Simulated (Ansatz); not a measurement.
Rb (bcc (W type)), relaxed with r²SCAN+D4 (Ansatz, a first-principles code, plane waves, PAW): a = b = c = 5.723 Å, α = β = γ = 90.00°.

Problem. The same phase is relaxed and computed with r²SCAN in the same code. What is the cell now?

Solution. a = b = c = 5.7475 Å, α = β = γ = 90.00°.

All cells were relaxed under the symmetry of their starts (and spin orders); stability against distortions was not tested throughout. Scalar-relativistic: spin–orbit coupling is off unless named, which matters more the heavier the elements.

Potentials: the earlier of the program's two PAW sets.

Ansatz is a plane-wave DFT program.
